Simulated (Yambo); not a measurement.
Yambo run on BaCu2S2 (space group I4/mmm, No. 139). The wavefunctions are PBEsol (pw.x of Quantum ESPRESSO, ONCV potentials, scalar-relativistic) ones on a 4×4×4 mesh (30 occupied bands); a = b = c = 6.901 Å, α = β = 147.15°, γ = 47.14°.

Yambo input:

```
rim_cut
gw0
dyson
el_el_corr
HF_and_locXC
cohsex
em1s
RandQpts= 1000000
RandGvec= 1 Ry
EXXRLvcs= 92 Ry
VXCRLvcs= 368 Ry
Chimod= "HARTREE"
% BndsRnXs
 9 | 116 |
%
NGsBlkXs= 6 Ry
% LongDrXs
 1.0 | 1.0 | 1.0 |
%
ExtendOut
% QPkrange
 1 | 1 | 30 | 31 |
%
```

k points by index: 1 = Γ.

Table of the .qp output:

```
#    K-point    Band    Eo [eV]    E [eV]    E-Eo [eV]    Vxc [eV]    Vnlxc [eV]    Sc|Eo [eV]    Re(Z)    Im(Z)
#
    1    30    0.000000    -1.693191    -1.693191    -22.94657    -27.68779    3.048025    1.000000    0.000000
    1    31    0.440660    -0.662080    -1.102740    -9.477588    -5.348730    -5.231598    1.000000    0.000000
```
(The two width columns are left out.) Convergence of these settings isn't established.

Geometry of the Materials Project entry, not relaxed at this level.

The structure is a Materials Project entry; no match was found in the copy of COD used, and its stability was not checked.
